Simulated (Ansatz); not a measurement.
## CoO: which magnetic state is lowest?

Method: DFT PBEsol+U, scalar-relativistic, plane waves, PAW in Ansatz.

```
CELL_PARAMETERS angstrom
2.85121 0.00000 0.00000
-1.42561 2.46922 0.00000
0.00000 0.00000 5.13519
ATOMIC_POSITIONS crystal
Co 0.00000 0.00000 0.00000
Co 0.00000 0.00000 0.50000
O 0.33333 0.66667 0.25000
O 0.66667 0.33333 0.75000
```

The plane-wave cutoff is 420 eV, the Γ-centred k-mesh is 18×18×10 and the occupation rule is Gaussian smearing, 0.05 eV. The U_eff on Löwdin-orthogonalised atomic d orbitals is Co 3 eV, the list of starting moments (μB, in atom order) is 3 3 0 0 and the check for lower electronic states after the SCF is on.

All runs keep this geometry, which isn't relaxed for the lowest state (largest force there 0.000 eV/Å, pressure 9.2 GPa) and needn't be a stable compound; relaxing each order can shift differences of a few meV. Signs run over the atoms with starting moments. Site moments are spin moments in atom-centred spheres that scale with the neighbour distance. The states are those that the runs reached from these starts; a lower one can exist.

```
                                  start ends energy above lowest (meV/atom) site moments (μB) gap on mesh (eV) P (GPa)
                          ferromagnetic ferromagnetic                            65.6  Co +2.49 (×2), O +0.29 (×2) metal     10.5
antiferromagnetic in the cell, signs +-  antiferromagnetic                            0.00           Co +2.43, Co -2.43              1.21      9.2
```

Cost: 2 runs of about 7 core-minutes in all, on Intel Xeon Processor @ 2.70GHz (shared hosts).